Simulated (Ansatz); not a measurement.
Fields on a plane of Hf (hcp, Mg type)

```
Hf
1.0
    3.15898     0.00000     0.00000
   -1.57949     2.73576     0.00000
    0.00000     0.00000     4.99983
Hf
2
Direct
  0.33333   0.66667   0.75000
  0.66667   0.33333   0.25000
```

The slice is a (0001) plane (indices of the conventional cell) through the point (0.333, 0.667, 0.750) (fractional), spanned by u = [110] and v = [1 -1 0] in vectors of this cell: u (3.16 Å) and v (5.47 Å, at 90° to u). It covers one period; positions are fractions (u, v).

Atoms on it: Hf at (0.00, 0.00); Hf at (0.50, 0.50).

The numbers are results of PBEsol (plane waves to 420 eV, PAW, scalar-relativistic; Ansatz, a quantum-chemistry and plane-wave program), not measurements. k mesh 17×17×9. These are valence fields of a PAW run, semicore shells included where kept as valence: close to a nucleus they are smooth pseudo fields. Hf is run without spin polarisation. Hf was relaxed with its symmetry unable to fall. Spin-orbit coupling is left out, though Hf is heavy. The PAW data are Ansatz's earlier set.

```
|xxxx@@++....==....++@@xx|
|@@@@**::..==**==..::**@@|
|**++::  ::**%%**::  ::++|
|      ..==######==..    |
|    ..::::------::::..  |
|::....      ..      ....|
|::..    ::==++==::    ..|
|..    --##@@@@@@##--    |
|..    ++@@xxxxxx@@++    |
|::  ..**@@xxxxxx@@**..  |
|==....++@@xxxxxx@@++....|
|**==..::**@@@@@@**::..==|
|%%**::  ::++**++::  ::**|
|####==..          ..==##|
|----::::..      ..::::--|
|..      ....::....      |
|++==::    ..::..    ::==|
|@@@@##--    ..    --##@@|
|xxxx@@++    ..    ++@@xx|
|xxxx@@**..  ::  ..**@@xx|
```
Scale: ten equal steps from 0.13 (start of ' ') to 0.82 (end of '@'), in the order ' .:-=+*#%@'. Values: electron localisation function (ELF). The map has 12 points along u (two characters each, u = 0 at the left) and 20 along v (v = 0 in the bottom row). Points within 0.5 Å of a nucleus are blanked (x), as the pseudised field means little there.

```
v \ u  0.00  0.17  0.33  0.50  0.67  0.83
-----  ----  ----  ----  ----  ----  ----
0.90      x     x   1.3   7.9   1.3     x
0.80   <0.0   1.3   6.7   8.5   6.7   1.3
0.70    7.1   5.8   1.5  <0.0   1.5   5.8
0.60    6.6   0.4     x     x     x   0.4
0.50    5.8  <0.0     x     x     x  <0.0
0.40    7.9   1.3     x     x     x   1.3
0.30    8.5   6.7   1.3  <0.0   1.3   6.7
0.20   <0.0   1.5   5.8   7.1   5.8   1.5
0.10      x     x   0.4   6.6   0.4     x
0.00      x     x  <0.0   5.8  <0.0     x
```

Values: electrostatic potential energy of an electron, from the cell's mean, in eV. Points within 1 Å of a nucleus are blanked (x), as the pseudised field means little there. Values under 0 eV are set to 0. The zero, the cell's mean, hangs on the PAW cores.

The density on the Hf–Hf line (3.16 Å) at its midpoint is 0.20 e/Å³ and the ELF at that point comes out as 0.28.
